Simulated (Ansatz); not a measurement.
## Calculated ¹¹⁹Sn Mössbauer parameters for CdS with Sn replacing Cd

Cell: a supercell of CdS (wurtzite type, P6_3mc) built from a structure deposited in the COD, with the ions relaxed around the defect (PBE).

Space group P3m1 (No. 156); a = 8.3000, c = 13.4740 Å, γ = 120.00°.

```
site  Wyckoff  site symmetry       x       y       z
  Sn       1a            3m.  0.0000  0.0000  0.0132
 Cd2       1a            3m.  0.0000  0.0000  0.4894
 Cd3       3d            .m.  0.0040  0.5020  0.9969
 Cd4       3d            .m.  0.9946  0.4973  0.5010
 Cd9       3d            .m.  0.1717  0.8283  0.2548
Cd10       3d            .m.  0.1661  0.8339  0.7415
Cd15       1c            3m.  0.6667  0.3333  0.2452
Cd16       1c            3m.  0.6667  0.3333  0.7541
 S17       1a            3m.  0.0000  0.0000  0.2223
 S18       1a            3m.  0.0000  0.0000  0.6806
 S19       3d            .m.  0.0018  0.5009  0.1855
 S20       3d            .m.  0.9953  0.4976  0.6881
 S25       3d            .m.  0.1700  0.8300  0.4424
 S26       3d            .m.  0.1704  0.8296  0.9297
 S31       1c            3m.  0.6667  0.3333  0.4336
 S32       1c            3m.  0.6667  0.3333  0.9416
```

One atom of each set is listed.

The numbers come from a DFT calculation in Ansatz (PBE, plane waves and PAW, scalar-relativistic, 420 eV cutoff, Γ-centred 3×3×2 k-points, Fermi–Dirac smearing 0.01 eV).

Isomer shifts (against SnO₂) follow from the electron density at the nucleus, δ = α(ρ − ρ₀), with α = 0.099 mm s⁻¹ a₀³ and ρ₀ = 183191.44 a₀⁻³ from a line fitted to 8 measured compounds at this level of theory (rms miss 0.12 mm/s). ΔE_Q = ½eQV_zz(1 + η²/3)^½ with Q = -0.132 b for the 23.9 keV state.

(1) Where do the absorption lines lie?

Answers

(1) Sn (1 atom a cell): δ = 3.88, |ΔE_Q| = 0.21 mm/s, a doublet too narrow to resolve, seen as one line at 3.88 mm/s.

The defect repeats with the cell of 32 atoms, so it feels its images: sites between two images don't show the values beside a lone defect, and zeros or small values of η there can come from the images' arrangement. The relaxation keeps the site symmetry 3m of the start, so the impurity can move only along its axis; a start off the site could end lower. Without spin–orbit coupling (the program notes it for Sn) the gradients can shift somewhat, as the gap is small. Shifts outside the range of the fitted compounds (-0.5 to 3.2 mm/s for Sn) are extrapolations.
